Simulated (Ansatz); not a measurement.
Si₂W (MoSi2 or CaC2 type), relaxed with LDA (Ansatz, a quantum-chemistry and plane-wave program, plane waves, PAW): a = b = 3.185 Å, c = 7.772 Å, α = β = γ = 90.00°.

| Property | Value |
|---|---|
| ΔH_f (eV/atom) | -0.44 |
| B₀ by P(V) fit (GPa) | 238 |

The same phase is relaxed and computed with r²SCAN in the same code. What are the cell and these values now?

a = b = 3.2112 Å, c = 7.8048 Å, α = β = γ = 90.00°.

- ΔH_f (eV/atom): -0.31
- B₀ by P(V) fit (GPa): 232

All cells were relaxed under the symmetry of their starts (and spin orders); stability against distortions was not tested throughout. Rows with no word on spin ran without spin polarisation. Spin–orbit coupling is left out wherever it is not named.

Potentials: the later of the program's two PAW sets.

Ansatz is a plane-wave DFT program.

Formation energies count from the lowest solids of the elements computed at the same level, not from gases.
